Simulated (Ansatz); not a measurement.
SnC:
```xyz
4
Lattice="3.5533 0.0000 0.0000 -1.7767 3.0773 0.0000 0.0000 0.0000 5.8179" Properties=species:S:1:pos:R:3 pbc="T T T"
Sn     0.0000     2.0515     0.0015
C      1.7767     1.0258     0.7258
Sn     1.7767     1.0258     2.9104
C      0.0000     2.0515     3.6347
```

The program Ansatz at the PBEsol level (PAW) gives a gap of 0.96 eV without spin–orbit coupling, maximum at Γ, minimum at Γ.

Question: What happens when spin–orbit coupling is switched on?

Answer: The gap decreases by 0.01 eV, to 0.95 eV; maximum at Γ, minimum at Γ.

Question: Give the electron effective mass with spin–orbit coupling.

Answer: 0.087, 0.10, 0.10 mₑ (principal values).

Question: Give the hole effective mass with spin–orbit coupling.

Answer: 0.19, 0.19, 1.3 mₑ (principal values).

Space group P6_3mc (wurtzite). The start of the workflow was typed in or built on a structure type; neither database checked (COD, Materials Project) lists it. Its standing as an ambient phase is unchecked. Symmetry was held in the PBEsol relaxation; whether a distortion lowers the energy is not shown. Its formation energy is positive at this level, so the cell may be metastable or incomplete.

Potentials: the earlier of the program's two PAW sets. The files were generated under PBE; for other functionals the program regenerates the frozen cores, and for LDA and PBEsol the local potential too.
